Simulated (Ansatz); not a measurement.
## Zincblende alloy of GaAs and GaP (10 of 32 As sites exchanged), 64 atoms

Ansatz, PAW, plane waves. PBEsol relaxation of volume and atoms (shape held) at the single k point (¼, ¼, ¼) without its symmetry partners; single points on the relaxed atoms at the Γ point alone, onto which points of the small cell's zone fold. Arrangement: quasirandom. No spin–orbit coupling unless named.

Relaxed structure:

```
Ga As P
1.0
    11.17759    0.00000    0.00000
     0.00000   11.17759    0.00000
     0.00000    0.00000   11.17759
Ga As P
32 22 10
Cartesian
  11.1069 0.0007 0.0116
  0.0416 11.1300 5.5400
  0.0121 5.5946 0.0866
  0.0722 5.5933 5.5761
  5.5891 11.1732 0.0172
  5.6240 11.1431 5.5460
  5.5509 5.5571 0.0438
  5.5402 5.6325 5.5364
  2.8280 2.8359 0.0469
  2.7509 2.8302 5.5461
  2.7497 8.3366 0.0517
  2.7584 8.3380 5.5416
  8.4688 2.7956 0.0200
  8.3900 2.7894 5.5825
  8.4288 8.4130 0.0494
  8.3595 8.4122 5.5504
  2.7431 11.1405 2.8336
  2.7932 11.1770 8.3867
  2.7916 5.6028 2.7983
  2.7449 5.6260 8.3443
  8.3841 11.1048 2.7950
  8.4364 0.0411 8.4258
  8.4294 5.5546 2.7594
  8.3849 5.5994 8.3893
  0.0078 2.8721 2.8028
  11.1491 2.7550 8.4339
  0.0416 8.4153 2.7574
  0.0393 8.3357 8.3331
  5.5519 2.8267 2.7563
  5.5886 2.8050 8.3724
  5.5819 8.3723 2.8710
  5.5894 8.3872 8.3980
  1.3783 1.4065 1.4085
  1.3818 1.3954 6.9747
  7.0082 1.3985 1.4052
  6.9947 1.3825 6.9858
  6.9854 6.9852 1.4182
  6.9727 6.9922 6.9650
  4.1689 4.2125 6.9634
  4.1765 9.7597 1.4289
  4.1783 9.7576 6.9541
  9.8054 4.1944 6.9864
  9.7916 9.7782 6.9774
  4.1792 1.3961 4.1789
  4.1940 1.4087 9.7944
  4.1671 6.9727 9.7918
  9.7962 1.3844 4.1670
  9.8094 6.9964 4.1697
  9.8088 6.9853 9.8036
  1.3901 4.2046 9.8023
  1.3735 9.7656 9.7952
  6.9784 4.2006 4.1746
  6.9986 4.1805 9.8085
  7.0132 9.7887 9.7966
  1.3948 6.9757 1.4334
  1.4046 6.9841 6.9475
  4.1688 4.2165 1.4247
  9.8052 4.1934 1.4040
  9.7957 9.7781 1.4156
  4.1581 6.9880 4.1759
  9.7864 1.3987 9.8101
  1.4091 4.2218 4.1694
  1.3973 9.7408 4.1825
  6.9871 9.7655 4.1781
```

(1) What are the mean bond lengths by pair (pairs within 1.2 times the sum of covalent radii, less contacts 15 % beyond the pair's median; cation–cation pairs of compounds aside; long ionic contacts are cut short by that bound)?

(2) What gap lies between the top filled and the lowest empty level in the single points?

Results:

(1) As–Ga 2.442 ± 0.006 Å (standard deviation, 88 bonds); Ga–P 2.373 ± 0.007 Å (standard deviation, 40 bonds).

(2) HSE06 1.86 eV (53 s on NVIDIA H100). An indirect band minimum needn't fold onto Γ of this cell; where it doesn't, these gaps are too wide.
